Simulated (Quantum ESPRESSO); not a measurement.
## Ta3Sc2Mo2Al (one run as intended and one with a planted mistake)

A calculation, not a measurement. The program is pw.x of Quantum ESPRESSO 7.5 (plane-wave density functional theory). The cell is made up: eight metal atoms on a face-centred cubic lattice, with elements, volume, strain and displacements drawn at random and not relaxed, so it may be unstable or far from any real phase. PseudoDojo standard norm-conserving files set the functional (PBE unless stated); there is no spin polarisation or spin-orbit coupling, the Fermi-Dirac width of 0.25 eV means electrons at about 2900 K, and the masses in the input are unused placeholders. Heavy elements are run without spin-orbit coupling, which real alloys of them have. A spin test at this wide smearing found no moment, but such smearing suppresses magnetism that the real alloy may have.

Intended input:

```
&control calculation='scf', pseudo_dir='./dojo.nc.sr.pbe.v0_5.standard.upf', outdir='./o', disk_io='minimal', tprnfor=.true., tstress=.true. /
&system ibrav=0, nat=8, ntyp=4, nbnd=63, ecutwfc=79.96652505, nosym=.true., tot_charge=0,
 occupations='smearing', smearing='fd', degauss=0.0183746611
/
&electrons conv_thr=1.470e-08, electron_maxstep=70, mixing_beta=0.5 /
ATOMIC_SPECIES
Al 1.0 Al.upf
Mo 1.0 Mo.upf
Sc 1.0 Sc.upf
Ta 1.0 Ta.upf
CELL_PARAMETERS angstrom
2.1412 4.2825 2.1412
0.0 4.2825 -4.2825
-4.2825 4.2825 0.0
ATOMIC_POSITIONS angstrom
Ta 0.0188 0.0315 -0.0505
Ta -2.1974 2.1826 0.0467
Sc 0.0158 2.1262 -2.1438
Mo -2.0972 4.2566 -2.0897
Mo -0.0154 4.3684 -0.0088
Al -2.1416 6.4206 -0.0023
Ta 0.0013 6.4815 -2.1688
Sc -2.112 8.5962 -2.1526
K_POINTS automatic
5 5 5 1 1 1
```

The log is shortened where brackets say so; the opening notice, blank lines, dates and the lines on written files are dropped, and the path of the files is cut. It prints rydbergs, bohrs and kilobars, and counts compression as positive stress. Its total energy is the free energy E - TS of the whole cell.

Log of the intended run:

```
     Program PWSCF v.7.5
     Parallel version (MPI & OpenMP), running on       4 processor cores
     Number of MPI processes:                 4
     Threads/MPI process:                     1
     [start-up lines left out]
     bravais-lattice index     =            0
     lattice parameter (alat)  =       9.9115  a.u.
     unit-cell volume          =    1060.0190 (a.u.)^3
     number of atoms/cell      =            8
     number of atomic types    =            4
     number of electrons       =        92.00
     number of Kohn-Sham states=           63
     kinetic-energy cutoff     =      79.9665  Ry
     charge density cutoff     =     319.8661  Ry
     scf convergence threshold =      1.5E-08
     mixing beta               =       0.5000
     number of iterations used =            8  plain     mixing
     Exchange-correlation= PBE
                           (   1   4   3   4   0   0   0)
     [axes and pseudopotential details left out]
   Cartesian axes
     site n.     atom                  positions (alat units)
         1        Ta     tau(   1) = (   0.0035844   0.0060058  -0.0096283  )
         2        Ta     tau(   2) = (  -0.4189570   0.4161353   0.0089038  )
         3        Sc     tau(   3) = (   0.0030124   0.4053820  -0.4087377  )
         4        Mo     tau(   4) = (  -0.3998529   0.8115648  -0.3984229  )
         5        Mo     tau(   5) = (  -0.0029362   0.8328807  -0.0016778  )
         6        Al     tau(   6) = (  -0.4083182   1.2241538  -0.0004385  )
         7        Ta     tau(   7) = (   0.0002479   1.2357650  -0.4135042  )
         8        Sc     tau(   8) = (  -0.4026747   1.6389545  -0.4104155  )
     number of k points=    63  Fermi-Dirac smearing, width (Ry)=  0.0184
                       cart. coord. in units 2pi/alat
        k(    1) = (   0.0000000   0.1224735   0.0000000), wk =   0.0320000
        k(    2) = (  -0.1837110   0.1837096   0.0612361), wk =   0.0320000
     [further k points left out]
     Dense  grid:   102295 G-vectors     FFT dimensions: (  60,  72,  72)
     Estimated max dynamical RAM per process >     382.67 MB
     Estimated total dynamical RAM >       1.42 GB
     Initial potential from superposition of free atoms
     starting charge      91.9867, renormalised to      92.0000
     Starting wfcs are   74 randomized atomic wfcs
     total cpu time spent up to now is        7.3 secs
     per-process dynamical memory:   302.1 Mb
     Self-consistent Calculation
     iteration #  1     ecut=    79.97 Ry     beta= 0.50
     Davidson diagonalization with overlap
     ethr =  1.00E-02,  avg # of iterations =  2.5
     total cpu time spent up to now is       22.9 secs
     total energy              =    -868.78977931 Ry
     estimated scf accuracy    <       1.97974459 Ry
     iteration #  2     ecut=    79.97 Ry     beta= 0.50
     Davidson diagonalization with overlap
     ethr =  2.15E-03,  avg # of iterations =  5.9
     total cpu time spent up to now is       44.0 secs
     total energy              =    -868.16654583 Ry
     estimated scf accuracy    <      21.63170971 Ry
     [iterations 3 to 15 left out]
     iteration # 16     ecut=    79.97 Ry     beta= 0.50
     Davidson diagonalization with overlap
     ethr =  1.82E-10,  avg # of iterations =  5.2
     total cpu time spent up to now is      283.2 secs
     total energy              =    -869.88830152 Ry
     estimated scf accuracy    <       0.00000002 Ry
     iteration # 17     ecut=    79.97 Ry     beta= 0.50
     Davidson diagonalization with overlap
     ethr =  1.78E-11,  avg # of iterations =  4.3
     total cpu time spent up to now is      301.1 secs
     End of self-consistent calculation
     [lines on levels left out]
!    total energy              =    -869.88830152 Ry
     estimated scf accuracy    <          4.4E-09 Ry
     smearing contrib. (-TS)   =      -0.14141403 Ry
     internal energy E=F+TS    =    -869.74688749 Ry
     The total energy is F=E-TS. E is the sum of the following terms:
     one-electron contribution =    -232.89922152 Ry
     hartree contribution      =     149.44653163 Ry
     xc contribution           =    -164.06309694 Ry
     ewald contribution        =    -622.23110065 Ry
     convergence has been achieved in  17 iterations
     Forces acting on atoms (cartesian axes, Ry/au):
     atom    1 type  4   force =    -0.01850209   -0.01455344   -0.01040846
     atom    2 type  4   force =     0.02284865   -0.01279897   -0.03980048
     atom    3 type  3   force =    -0.00399552    0.01676007    0.02336667
     atom    4 type  2   force =    -0.00038231    0.01064085    0.01471209
     atom    5 type  2   force =    -0.00505348   -0.00569697    0.00989101
     atom    6 type  1   force =     0.01119705    0.00895159    0.00747317
     atom    7 type  4   force =    -0.00608135   -0.00746797   -0.01102375
     atom    8 type  3   force =    -0.00003095    0.00416483    0.00578975
     Total force =     0.069191     Total SCF correction =     0.000176
     Computing stress (Cartesian axis) and pressure
          total   stress  (Ry/bohr**3)                   (kbar)     P=      -87.98
  -0.00052389  -0.00000126  -0.00004073          -77.07       -0.18       -5.99
  -0.00000126  -0.00059534   0.00001361           -0.18      -87.58        2.00
  -0.00004073   0.00001361  -0.00067506           -5.99        2.00      -99.30
     init_run     :      6.85s CPU      7.11s WALL (       1 calls)
     electrons    :    293.11s CPU    293.84s WALL (       1 calls)
     forces       :      2.41s CPU      2.43s WALL (       1 calls)
     stress       :      8.51s CPU      8.71s WALL (       1 calls)
     [timing details left out]
     PWSCF        :   5m11.08s CPU   5m12.31s WALL
     JOB DONE.
```

A second run has one planted mistake: the files are those of another functional. The input lines that differ:

```
- &control calculation='scf', pseudo_dir='./dojo.nc.sr.pbe.v0_5.standard.upf', outdir='./o', disk_io='minimal', tprnfor=.true., tstress=.true. /
+ &control calculation='scf', pseudo_dir='./dojo.nc.sr.lda.v0_4_1.standard.upf', outdir='./o', disk_io='minimal', tprnfor=.true., tstress=.true. /
```

Its log:

```
     Program PWSCF v.7.5
     Parallel version (MPI & OpenMP), running on       4 processor cores
     Number of MPI processes:                 4
     Threads/MPI process:                     1
     [start-up lines left out]
     bravais-lattice index     =            0
     lattice parameter (alat)  =       9.9115  a.u.
     unit-cell volume          =    1060.0190 (a.u.)^3
     number of atoms/cell      =            8
     number of atomic types    =            4
     number of electrons       =        92.00
     number of Kohn-Sham states=           63
     kinetic-energy cutoff     =      79.9665  Ry
     charge density cutoff     =     319.8661  Ry
     scf convergence threshold =      1.5E-08
     mixing beta               =       0.5000
     number of iterations used =            8  plain     mixing
     Exchange-correlation= SLA  PW   NOGX NOGC
                           (   1   4   0   0   0   0   0)
     [axes and pseudopotential details left out]
   Cartesian axes
     site n.     atom                  positions (alat units)
         1        Ta     tau(   1) = (   0.0035844   0.0060058  -0.0096283  )
         2        Ta     tau(   2) = (  -0.4189570   0.4161353   0.0089038  )
         3        Sc     tau(   3) = (   0.0030124   0.4053820  -0.4087377  )
         4        Mo     tau(   4) = (  -0.3998529   0.8115648  -0.3984229  )
         5        Mo     tau(   5) = (  -0.0029362   0.8328807  -0.0016778  )
         6        Al     tau(   6) = (  -0.4083182   1.2241538  -0.0004385  )
         7        Ta     tau(   7) = (   0.0002479   1.2357650  -0.4135042  )
         8        Sc     tau(   8) = (  -0.4026747   1.6389545  -0.4104155  )
     number of k points=    63  Fermi-Dirac smearing, width (Ry)=  0.0184
                       cart. coord. in units 2pi/alat
        k(    1) = (   0.0000000   0.1224735   0.0000000), wk =   0.0320000
        k(    2) = (  -0.1837110   0.1837096   0.0612361), wk =   0.0320000
     [further k points left out]
     Dense  grid:   102295 G-vectors     FFT dimensions: (  60,  72,  72)
     Estimated max dynamical RAM per process >     382.67 MB
     Estimated total dynamical RAM >       1.42 GB
     Initial potential from superposition of free atoms
     starting charge      91.9888, renormalised to      92.0000
     Starting wfcs are   74 randomized atomic wfcs
     total cpu time spent up to now is        7.5 secs
     per-process dynamical memory:   302.1 Mb
     Self-consistent Calculation
     iteration #  1     ecut=    79.97 Ry     beta= 0.50
     Davidson diagonalization with overlap
     ethr =  1.00E-02,  avg # of iterations =  2.6
     total cpu time spent up to now is       23.0 secs
     total energy              =    -869.44687940 Ry
     estimated scf accuracy    <       1.92170907 Ry
     iteration #  2     ecut=    79.97 Ry     beta= 0.50
     Davidson diagonalization with overlap
     ethr =  2.09E-03,  avg # of iterations =  6.0
     total cpu time spent up to now is       44.3 secs
     total energy              =    -868.81951229 Ry
     estimated scf accuracy    <      21.43437605 Ry
     [iterations 3 to 16 left out]
     iteration # 17     ecut=    79.97 Ry     beta= 0.50
     Davidson diagonalization with overlap
     ethr =  5.30E-11,  avg # of iterations =  3.1
     total cpu time spent up to now is      297.4 secs
     total energy              =    -870.51646039 Ry
     estimated scf accuracy    <       0.00000006 Ry
     iteration # 18     ecut=    79.97 Ry     beta= 0.50
     Davidson diagonalization with overlap
     ethr =  5.30E-11,  avg # of iterations =  1.3
     total cpu time spent up to now is      310.5 secs
     End of self-consistent calculation
     [lines on levels left out]
!    total energy              =    -870.51646039 Ry
     estimated scf accuracy    <          6.7E-09 Ry
     smearing contrib. (-TS)   =      -0.14402074 Ry
     internal energy E=F+TS    =    -870.37243966 Ry
     The total energy is F=E-TS. E is the sum of the following terms:
     one-electron contribution =    -234.98673995 Ry
     hartree contribution      =     149.61820561 Ry
     xc contribution           =    -162.77280466 Ry
     ewald contribution        =    -622.23110065 Ry
     convergence has been achieved in  18 iterations
     Forces acting on atoms (cartesian axes, Ry/au):
     atom    1 type  4   force =    -0.01980777   -0.01536327   -0.01090661
     atom    2 type  4   force =     0.02330582   -0.01035961   -0.03689665
     atom    3 type  3   force =    -0.00615572    0.01467472    0.02097723
     atom    4 type  2   force =     0.00276246    0.00946635    0.01588668
     atom    5 type  2   force =    -0.00641833   -0.00410374    0.01156629
     atom    6 type  1   force =     0.01155077    0.00786725    0.00817998
     atom    7 type  4   force =    -0.00728842   -0.00635722   -0.01213534
     atom    8 type  3   force =     0.00205117    0.00417553    0.00332841
     Total force =     0.067303     Total SCF correction =     0.000183
     Computing stress (Cartesian axis) and pressure
          total   stress  (Ry/bohr**3)                   (kbar)     P=     -168.78
  -0.00107507   0.00000164  -0.00004309         -158.15        0.24       -6.34
   0.00000164  -0.00114483   0.00001612            0.24     -168.41        2.37
  -0.00004309   0.00001612  -0.00122209           -6.34        2.37     -179.78
     init_run     :      7.17s CPU      7.43s WALL (       1 calls)
     electrons    :    302.15s CPU    303.03s WALL (       1 calls)
     forces       :      2.32s CPU      2.33s WALL (       1 calls)
     stress       :      8.05s CPU      8.27s WALL (       1 calls)
     [timing details left out]
     PWSCF        :   5m19.77s CPU   5m21.16s WALL
     JOB DONE.
```

|  | intended run | run with the mistake |
| --- | --- | --- |
| free energy (eV) | -11835.433 | -11843.980 |
| entropy term -TS, part of it (eV) | -1.924 | -1.960 |
| pressure (GPa) | -8.80 | -16.88 |
| size of the largest force component (eV/Å) | 1.023 | 0.949 |
| largest change of a force component (eV/Å) |  | 0.081 |
| iterations | 17 | 18 |

For scale, a rerun of the intended cell at a higher cutoff and on a denser mesh moved values by no more than 0.002 eV in energy, 0.02 GPa in stress and 0.003 eV/Å in force, and a second program with other atomic files agreed on that cell to 2 % rms in force and 0.5 GPa in pressure. Files of another functional or element have another zero of energy, so the energy change says nothing on stability.